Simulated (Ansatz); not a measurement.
ScPd, DFT, PBEsol, all-electron LAPW, scalar-relativistic (Ansatz 0.2.0), run on 1 thread of Intel(R) Xeon(R) 6975P-C (Granite Rapids) on a shared host.

The cell is COD entry 1523179, as deposited and not checked against the literature; nothing was relaxed.

Command: `ansatz run input.yaml --threads 1 --pin off --max-ram 3072MiB --backend cpu --events-out ev --progress --plain --runs-dir out`

```yaml
crystal:
  lattice:
    - [3.283, 0.0, 0.0]
    - [0.0, 3.283, 0.0]
    - [0.0, 0.0, 3.283]
  atoms:
    - { symbol: Sc, position: [0.5, 0.5, 0.5] }
    - { symbol: Pd, position: [0.0, 0.0, 0.0] }
kpoints:
  mp_grid: { grid: [12, 12, 12] }
  band_path:
    path:
      - [0.0, 0.0, 0.0]
      - [0.0, 0.5, 0.0]
      - [0.5, 0.5, 0.0]
      - [0.0, 0.0, 0.0]
      - [0.5, 0.5, 0.5]
      - [0.0, 0.5, 0.0]
      - [0.5, 0.5, 0.5]
      - [0.5, 0.5, 0.0]
    npoints: 14
scf:
  occupations: { method: fermi_dirac, width: 0.05 }
hamiltonian:
  xc: pbesol
  pseudopotentials: { kind: all_electron, lapw: { basis_error: 0.00025 } }
output:
  forces: true
  stress: true
  eigenvalues: true
  populations: true
  dos: { projected: true, de: 0.2, e_range: [-14, 8] }
```

Task: How large is the problem that the program sets up?

Result: 84 irreducible k-points, 365 plane waves at Γ, 27 bands.

Task: About how long does it take, and how much memory does it use?

Result: 19 s of wall time for 12 SCF iterations, with a peak of 0.54 GiB. Times on shared machines scatter by tens of per cent.

Task: And the same cell and mesh by frozen-core PAW, asked for forces, stress, eigenvalues, efg, populations, bader, dos, write_density, write_potential, elf and the same band path, on the same hardware?

Result: 8.5 s, peak memory 0.47 GiB.

Task: And the same cell and mesh by crystal-made all-electron datasets, asked for forces, stress, eigenvalues, efg and the same band path, on the same hardware?

Result: 10 s, peak memory 0.53 GiB.
